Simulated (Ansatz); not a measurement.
GaAs:
```
CELL_PARAMETERS angstrom
      0.00000     2.66452     2.66452
      2.66452     0.00000     2.66452
      2.66452     2.66452     0.00000
ATOMIC_POSITIONS crystal
  As 0.00000 0.00000 0.00000
  Ga 0.50000 0.50000 0.50000
```

Relaxed with r²SCAN. Special points in fractions of this cell's reciprocal vectors: Γ (0.000, 0.000, 0.000); X (0.500, 0.000, 0.500); U (0.625, 0.250, 0.625); K (0.375, 0.375, 0.750); L (0.500, 0.500, 0.500); W (0.500, 0.250, 0.750).

Question: List the band energies nearest the Fermi level at these points for plane-wave PAW r²SCAN with spin–orbit coupling (Ansatz code).

Answer: In eV from the Fermi level; about four levels below and three above (degenerate sets whole), none deeper than 8.9 eV; points with the same levels are listed once.

```tsv
k	below	above
Γ	-0.29 -0.29	0.06 0.06 0.06 0.06
X	-2.91 -2.91 -2.74 -2.74	3.94 3.94 10.78 10.78
U	-2.09 -2.09 -0.37 -0.37	6.51 6.51 7.48 7.48
L	-8.09 -8.09	0.07 0.07 0.28 0.28
W	-4.76 -4.76 -4.70 -4.70	2.59 2.59 4.44 4.44
```

Space group Fm-3m (rock salt). The start of the workflow was typed in or built on a structure type; neither database checked (COD, Materials Project) lists it. It is not the phase usual at ambient conditions (space group No. 216). The cell was relaxed with r²SCAN under the symmetry of its start; whether a distortion lowers the energy is not shown.

Potentials: the earlier of the program's two PAW sets.
